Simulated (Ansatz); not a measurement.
Data:

CsPbBr3:
```xyz
5
Lattice="5.8664 0.0000 0.0000 0.0000 5.8664 0.0000 0.0000 0.0000 5.8664" Properties=species:S:1:pos:R:3 pbc="T T T"
Cs     0.0000     0.0000     0.0000
Pb     2.9332     2.9332     2.9332
Br     0.0000     2.9332     2.9332
Br     2.9332     2.9332     0.0000
Br     2.9332     0.0000     2.9332
```

This is the PBEsol-relaxed structure.

**Question.** All from plane-wave PAW PBEsol (Ansatz code), unless another level is named. Estimate the formation energy from the elements (no fitted shifts).

**Answer.** -122 kJ/mol of atoms.

**Question.** What about the valence-band maximum?

**Answer.** at R.

**Question.** Next, the weight of the valence-edge state by species (Voronoi cells)?

**Answer.** Br 70 %, Pb 29 %.

Space group Pm-3m (cubic perovskite). This is a known high-temperature phase of the composition, computed here at zero pressure and temperature. Symmetry was held in the PBEsol relaxation; its stability against distortions is not shown here. The references are the lowest solids computed at this level, not always the standard phases. Scalar-relativistic: spin–orbit coupling is off unless named, which matters more the heavier the elements.

Potentials: the later of the program's two PAW sets.
